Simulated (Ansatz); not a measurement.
## ZnFe (P4/mmm): the held moment from field and pressure

Geometry: a structure from the Materials Project; nothing is relaxed.

Settings: r²SCAN, 11×11×8 k mesh, Fermi–Dirac smearing of 0.08 eV. PAW means Ansatz 0.2.0 on its default frozen-core files. Site moments are integrated in spheres about the atoms.

The input and its command:

```yaml
crystal:
  lattice:
    - [2.54160215, 0.0, 0.0]
    - [0.0, 2.54160215, 0.0]
    - [0.0, 0.0, 3.87015134]
  atoms:
    - { symbol: Zn, position: [0.5, 0.5, 0.5] }
    - { symbol: Fe, position: [0.0, 0.0, 0.0], spin: 3.0 }
magnetization:
  spin_polarized: true
kpoints:
  mp_grid: { grid: [11, 11, 8] }
scf:
  occupations: { method: fermi_dirac, width: 0.08 }
  lower_state_search: "off"
hamiltonian:
  xc: r2scan
  pseudopotentials: { kind: paw }
output:
  forces: true
  stress: true
  eigenvalues: true
  populations: true
  dos: { projected: true, de: 0.1, e_range: [-8, 5] }
  write_density: true
  write_potential: true
  elf: true
  volumetric_format: npy
```

Command: `ansatz run input.yaml --threads 1 --pin off --max-ram 3072MiB --backend cpu --events-out ev --progress --plain --runs-dir out`

The free run ends with 2.52 μB per cell. Further runs hold the cell's moment M by two Fermi levels; B is half their difference over μB, positive where the field raises M. Some of them:

| M (μB/cell) | B (T) | ΔF over the free run (meV/cell) | pressure (GPa) |
| --- | --- | --- | --- |
| 2.77 | 3546 | 27.9 | 2.6 |
| 3.15 | 11910 | 178.0 | 6.7 |
| 3.78 | 24707 | 836.9 | 15.0 |

Another run of the series gave B (T) = -10085, ΔF over the free run (meV/cell) = 308.7, pressure (GPa) = -5.0. Which moment was held?
A. 0.83
B. 2.27
C. 1.69

C. M (μB/cell) = 1.69.

Another run of the series gave B (T) = -4792, ΔF over the free run (meV/cell) = 31.9, pressure (GPa) = -1.8. Which moment was held?
A. 2.27
B. 0.83
C. 1.69

A. M (μB/cell) = 2.27.

The whole series:

```csv
M (μB/cell),B (T),ΔF over the free run (meV/cell),pressure (GPa)
0.83,-9646,814.2,-6.1
1.69,-10085,308.7,-5.0
2.27,-4792,31.9,-1.8
2.77,3546,27.9,2.6
3.15,11910,178.0,6.7
3.78,24707,836.9,15.0
```

The PAW files were made with PBE; the program remakes their cores once for the run's functional and then keeps them frozen. The Ansatz runs typed with the search for lower states off end where their start leads. r²SCAN is known to give itinerant transition metals moments and polarisation energies that are too large. These are results for the start and cell typed. The real compound can order otherwise, in a larger cell, or not at all, since semilocal functionals at zero temperature often overstate magnetism.
